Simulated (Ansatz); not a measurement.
Total density of states per atom from plane-wave PAW r²SCAN (Ansatz code), in 0.25 eV bins, energy from the Fermi level:

(E (eV), states/eV/atom): (-7.85, 0.61); (-7.60, 0.53); (-7.35, 0.77); (-7.10, 0.44); (-6.85, 0.46); (-6.60, 0.60); (-6.35, 0.72); (-6.10, 0.97); (-5.85, 0.58); (-5.60, 0.43); (-5.35, 0.68); (-5.10, 0.65); (-4.85, 0.56); (-4.60, 0.59); (-4.35, 0.51); (-4.10, 0.18); (-3.85, 0.10); (-3.60, 0.09); (-3.35, 0.13); (-3.10, 0.33); (-2.85, 0.36); (-2.60, 0.46); (-2.35, 0.59); (-2.10, 0.71); (-1.85, 0.24); (-1.60, 0.23); (-1.35, 0.16); (-1.10, 0.15); (-0.85, 0.12); (-0.60, 0.08); (-0.35, 0.07); (-0.10, 0.07); (0.15, 0.09); (0.40, 0.17); (0.65, 0.24); (0.90, 0.32); (1.15, 0.61); (1.40, 0.75); (1.65, 0.73); (1.90, 0.65); (2.15, 0.77); (2.40, 0.70); (2.65, 0.69); (2.90, 0.77); (3.15, 0.78); (3.40, 1.03); (3.65, 1.10); (3.90, 0.78); (4.15, 0.56); (4.40, 0.48); (4.65, 0.56)

### Question
Which compound is it?
A) Tc2N, P6_3/mmc (Tc on 4f, N on 2d)
B) TaN, P-62m (Ta on 1a, Ta on 2d, N on 3f)
C) Ta2H, C222 (Ta on 4k, H on 2a)
D) AlN, rock salt

### Answer
B, TaN, P-62m (Ta on 1a, Ta on 2d, N on 3f). Within 0.5 eV of the Fermi level: Ta 5d 79 %, N 2p 12 %. Projections are on Löwdin-orthogonalised atomic valence shells; empty p or d shells of many metals are not among them.

The r²SCAN relaxation kept the symmetry of its start. No spin polarisation was allowed. Scalar-relativistic: spin–orbit coupling is off unless named, which matters more the heavier the elements.

Potentials: the later of the program's two PAW sets.
